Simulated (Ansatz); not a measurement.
**Field gradients at the nuclei in MgMn2V2O8**

The cell is a computed structure from the Materials Project (it need not be an observed phase).

```cif
data_MgMn2V2O8
_symmetry_space_group_name_H-M 'Amm2'
_symmetry_Int_Tables_number 38
_cell_length_a 6.5253
_cell_length_b 5.8289
_cell_length_c 8.8984
_cell_angle_alpha 90.000
_cell_angle_beta 90.000
_cell_angle_gamma 90.000
loop_
_atom_site_label
_atom_site_type_symbol
_atom_site_symmetry_multiplicity
_atom_site_Wyckoff_symbol
_atom_site_fract_x
_atom_site_fract_y
_atom_site_fract_z
Mg Mg 2 a 0.0000 0.0000 0.6611
Mn Mn 4 c 0.2577 0.0000 0.0021
V4 V 2 b 0.5000 0.0000 0.6442
V5 V 2 a 0.0000 0.0000 0.3508
O6 O 4 c 0.2066 0.0000 0.2376
O7 O 4 d 0.0000 0.2383 0.4837
O9 O 4 e 0.5000 0.7557 0.5311
O11 O 4 c 0.7257 0.0000 0.7549
```

One atom of each set is listed; the run and its k-mesh use a cell of 13 atoms with edges of 6.53, 5.32, 5.32 Å.

Method: Kohn–Sham DFT in Ansatz, PBE, plane waves and PAW, scalar-relativistic, collinear spin, 420 eV cutoff, Γ-centred 4×5×5 k-points, Fermi–Dirac smearing 0.02 eV. Start moments as typed (μB): 5 on each Mn, none on the rest.

V_zz is the principal component of the electric field gradient with the largest magnitude, η = (V_xx − V_yy)/V_zz and C_Q = eQV_zz/h. ν_Q = 3|C_Q|/[2I(2I − 1)].

²⁵Mg: I = 5/2, Q = 199.4 mb; ⁵⁵Mn: I = 5/2, Q = 330.0 mb; ⁵¹V: I = 7/2, Q = -52.00 mb; 17O: I = 5/2, Q = -25.58 mb. Q values from Pyykkö, Mol. Phys. 116, 1328 (2018).

```tsv
site	atoms	first shell	C_Q (MHz)	η	ν_Q (MHz)
Mg	1	4 O at 1.98–2.10 Å; also 6 O at 3.25–3.28 Å	-11.0	0.66	1.66
Mn	2	6 O at 2.12–2.28 Å	-12.1	0.31	1.82
V4	1	4 O at 1.74–1.77 Å	2.33	0.87	0.167
V5	1	4 O at 1.68–1.82 Å	-5.62	0.21	0.401
O6	2	1 V at 1.68 Å, 1 Mn at 2.12 Å, angle 136°; also 2 Mg at 3.28 Å	1.36	0.25	0.204
O7	2	1 V at 1.82 Å, 1 Mg at 2.10 Å, 2 Mn at 2.28 Å; also 1 Mg at 3.25 Å	-1.11	0.93	0.166
O9	2	1 V at 1.74 Å, 2 Mn at 2.19 Å	2.48	0.51	0.372
O11	2	1 V at 1.77 Å, 1 Mg at 1.98 Å, 1 Mn at 2.20 Å	2.69	0.56	0.403
```

At O9 and O11 V_zz stands upright on the plane through its three neighbours (within 4°) in each case. At O6 V_zz points along the bisector of its two bonds (within 5°).

At this cell the principal stresses reach 5 GPa in size with PBE, which can matter for small gradients. The largest force is 0.5 eV/Å, so the atoms aren't at the calculated equilibrium and relaxing them would move these values. Runs of this kind can end above the lowest electronic state. All moments are parallel here, as the start or the cell imposes; many such compounds order antiparallel, where fields and spin densities carried over to other atoms largely cancel. The magnetic order is the one that the run reached from its start moments, not necessarily the measured one; the program found signs of a lower order. Where η is near 1 the sign of V_zz means little.

Hardware: 1 thread of Arm Neoverse V1 (aarch64; 28 cores open to the job, memory cap 3.0 GiB, no GPU), a shared host with a load of 0.8 a core. Wall time 3.6 min, CPU time 3.6 min, peak memory 0.8 GiB.
